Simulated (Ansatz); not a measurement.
## V2N3: do energies and stresses tell the same story?

Method: Ansatz, DFT PBEsol, scalar-relativistic, plane waves, PAW.

Cutoff 420 eV; k points 12×12×6 on the computed 5-atom cell (Γ-centred); Gaussian smearing, width 0.10 eV; no spin polarisation.

Relaxed cell: P-3m1, a = 2.780 Å, b = 2.780 Å, c = 6.196 Å, α = 90.00°, β = 90.00°, γ = 120.00°, 5 atoms in the primitive cell. Whether it is the stable form of this composition wasn't checked.

Energies at zero smearing and pressures from the stress tensor, at volumes with shape and atoms relaxed:
| V (Å³/atom) | E − E(first) (meV/atom) | P (GPa) |
| --- | --- | --- |
| 7.796 | 0.00 | 22.61 |
| 8.044 | -25.33 | 10.40 |
| 8.293 | -33.11 | 0.00 |
| 8.542 | -25.96 | -8.90 |
| 8.791 | -6.03 | -16.44 |

Check P = −dE/dV between neighbouring volumes, and get the bulk modulus from the pressures alone.

With 1 eV/Å³ = 160.2 GPa:
```
middle V (Å³/atom)  −ΔE/ΔV (GPa) mean P (GPa)
             7.920        16.312        16.505
             8.169         5.010         5.200
             8.418        -4.606        -4.449
             8.666       -12.835       -12.669
```

The two differ by 0.19 GPa at most. The mean of two end pressures misses the average over a step by about ΔV² P″/12, up to 0.17 GPa here; with that taken off 0.05 GPa remains, from the smearing term (the stress is the derivative of the free energy), the finite cutoff, the mesh or the relaxation's tolerance. Around V = 8.293 Å³/atom, the two neighbours give B = −V ΔP/ΔV = 8.293 × 19.30 / 0.498 = 321.6 GPa, against B0 = 320.5 GPa from the Birch–Murnaghan fit of the energies.

Spin polarisation was left out, and a magnetic state may lie lower.

A ferromagnetic start lost its moments in a first run, so spin was left out; other magnetic orders weren't tried.